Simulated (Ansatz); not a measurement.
GePt in space group I4_1md (No. 109; Pt on 4a, Ge on 4a), DFT-PBE in the program Ansatz with PAW potentials, all energies at zero smearing, with the estimated change up to a 700 eV cutoff added, with one set of potentials and settings (totals compare only within such a set). Cell of 4 atoms (2 Pt, 2 Ge): -33636.888 eV.

```
element             reference phase  E (eV/atom)
-------  --------------------------  -----------
Pt       Fm-3m, 1 atoms in the cell  -12523.0127
Ge       Fd-3m, 2 atoms in the cell   -4294.9847
```

Formation energy per atom, worked out: (-33636.888 − 2×(-12523.0127) − 2×(-4294.9847))/4 = -0.223 eV/atom (-22 kJ per mol of atoms), at 0 K, without zero-point energy or fitted corrections.

A made-up cell: these elements were put on the sites of a structure type; neither database checked (COD, Materials Project) lists it. COD files the formula under space group No. 62, so this cell is another polymorph or a model. Whether it is the stable phase at ambient conditions was not checked. Symmetry was held in the PBE relaxation; whether a distortion lowers the energy is not shown. No spin polarisation was allowed. The references are the lowest solids computed at this level, not always the standard phases. Spin–orbit coupling is left out wherever it is not named.

Potentials: the later of the program's two PAW sets.
